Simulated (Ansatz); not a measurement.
**All-electron card of Pd**

```xyz
1
Lattice="0.0000 1.9449 1.9449 1.9449 0.0000 1.9449 1.9449 1.9449 0.0000" Properties=species:S:1:pos:R:3 pbc="T T T"
Pd    0.0000    0.0000    0.0000
```

The conventional cell has a = 3.890 Å, b = 3.890 Å, c = 3.890 Å, α = 90.00°, β = 90.00°, γ = 90.00°. Pd (atom 1) is surrounded by 12 Pd at 2.75 Å.

The cell is COD entry 9008478, as deposited and not checked against the literature; nothing was relaxed.

Spin polarisation is left out, and whether a magnetic state lies lower isn't shown here.

All numbers below come from DFT, PBEsol, all-electron LAPW, scalar-relativistic in Ansatz 0.2.0.

Settings: a Γ-centred 18×18×18 k mesh, Fermi–Dirac smearing of 0.05 eV, basis error target 0.25 meV/atom, no spin polarisation.

- Pressure at this cell: -2.26 GPa
- Band gap: none: bands cross the Fermi level, a metal
- Density of states at the Fermi level (0.2 eV bin): 2.35 states/eV per cell
- Volume per atom: 14.71 Å³
